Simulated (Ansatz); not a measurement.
**Ti3C2: how the free axis answers a strain**

Ti3C2, P6_3/mmc, a = 3.064 Å, c = 15.119 Å. The structure is a Materials Project entry; whether it is the stable form wasn't checked. Ansatz: r2SCAN, PAW, 500 eV, Γ-centred 12×12×4 mesh on 10 atoms, Gaussian smearing 0.10 eV; no spin polarisation. Series: biaxial strain in the a-b plane, c and atoms relaxed; x is the strain in per cent. y is the change of c in per cent of 15.119 Å.

| x (%) | y (%) |
| --- | --- |
| -4.0 | 1.00 |
| -2.0 | 0.46 |
| 0.0 | 0.00 |
| 2.0 | ? |
| 4.0 | -0.85 |

Fit y = c1 x + c2 x² to the other rows, say what c1 measures, and predict the missing y.

Least squares on the rows shown. y = −0.2301 x + 0.004544 x². With no stress along c, c1 = −2C13/C33 = -0.230. At x = 2.0 the fit asked for gives -0.44 %. The run gave -0.44 %, the same to the digits shown.